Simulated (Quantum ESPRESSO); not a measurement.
Hf2TiInIrRu3 (calculated)

All values are calculated (Quantum ESPRESSO 7.5). Calculation on a made-up metal alloy cell, not a measurement, the site pattern found by running every listed pattern: no spin or spin-orbit, unrelaxed, 2900 K smearing, stress positive in tension, cell energy less fitted offsets; periodic Kohn-Sham density functional theory in plane waves with PseudoDojo standard norm-conserving scalar-relativistic pseudopotentials, each functional with its own files (v0.5 for PBE, v0.4.1 for LDA and PBEsol), eight atoms on drawn sites of a strained close-packed or body-centred lattice, each displaced and held fixed; the energy is the cell's free energy, ions and the entropy term -TS included, at the stated Fermi-Dirac width, less a fixed offset for each atom's element (shifted free energy); compositions with an open d shell lost a parallel starting moment in a cheaper test run, and other magnetic orders were not tried; an error bar is the largest change of its kind in a tighter rerun, never given below 0.002 eV, 0.02 GPa or 0.003 eV/angstrom, and covers cutoff and k-mesh only, not smearing or the files.

## Hf2TiInIrRu3

- lattice type: hexagonal close-packed
- functional: pbe
- cutoff: 1143 eV
- fermi dirac smearing: 0.25 eV
- electrons removed: 0
- computed entropy term negative ts: -1.759 eV
- computed pressure: 0.33 GPa
- computed stress xx: -0.17 GPa
- computed stress yy: 1.17 GPa
- computed stress zz: -2.01 GPa
- computed stress yz: -3 GPa
- computed stress xz: 0.17 GPa
- computed stress xy: -1.59 GPa
- k mesh: 5 x 5 x 5 shifted half a step off Gamma on each axis
- computed shifted free energy: -1.563 eV
- found pattern: 2

Cell:
```tsv
vector	x (Å)	y (Å)	z (Å)
a	-0.0295	5.0881	-0.0492
b	2.9148	-0.0625	4.5734
c	2.8859	0.0285	-4.5553
```

Atoms:
```tsv
atom site	atom x (Å)	atom y (Å)	atom z (Å)	pattern 1 element	pattern 2 element	pattern 3 element	pattern 4 element	pattern 5 element	pattern 6 element
1	-0.0155	-0.0248	-0.0189	Hf	In	Ru	Ru	Hf	Ir
2	2.8512	-0.009	-0.0376	Hf	Hf	Ru	Hf	Ru	Ru
3	2.9349	1.7449	-2.2832	Ru	Ru	Ti	Ti	Ir	Ru
4	2.9358	1.6794	2.2816	Ir	Ru	Hf	Ru	Ru	In
5	1.4529	2.4767	-0.0506	Ru	Ru	In	Hf	Ti	Hf
6	4.2935	2.5557	0.084	Ti	Hf	Ir	Ru	Hf	Ti
7	1.4547	4.2543	-2.2974	Ru	Ti	Ru	In	In	Ru
8	1.4106	4.1994	2.155	In	Ir	Hf	Ir	Ru	Hf
```

Offsets:
```tsv
element	energy per atom (eV)
Hf	-1535.13
In	-1808.02
Ir	-3133.86
Ru	-2750.51
Ti	-1615.4
```

Computed forces:
```tsv
site	x (eV/Å)	y (eV/Å)	z (eV/Å)
1	0.156	0.622	-0.167
2	-0.439	0.337	0.272
3	0.123	-0.08	0.122
4	-0.513	0.136	-0.121
5	0.22	0.478	0.025
6	0.309	-0.802	-0.957
7	-0.124	-0.154	0.335
8	0.268	-0.537	0.492
```

Found structure:
```
Hf2TiInIrRu3
1.0
     -0.0295     5.0881    -0.0492
      2.9148    -0.0625     4.5734
      2.8859     0.0285    -4.5553
In Hf Ru Hf Ti Ir
1 1 3 1 1 1
Direct
  -0.00493 -0.00478 -0.00060
  0.00142 0.48647 0.49665
  0.34188 0.25966 0.75822
  0.33793 0.75733 0.25583
  0.48839 0.24956 0.25638
  0.50744 0.75316 0.73223
  0.83341 0.00857 0.50394
  0.83128 0.48627 0.00615
```

Notes: heavy elements are run without spin-orbit coupling, which real alloys of them have; a spin test at this wide smearing found no moment, but such smearing suppresses magnetism that the real alloy may have; lattice, volume and sites are drawn at random and may be unstable or far from any real phase; energies are for the whole cell, less offsets fitted to these runs, so they are not formation energies; error bars: energy 0.0037 eV, stress 0.03 GPa, force 0.0081 eV/Å, from a tighter rerun of this or a related cell; largest difference from nearest other candidate 152 error bars.
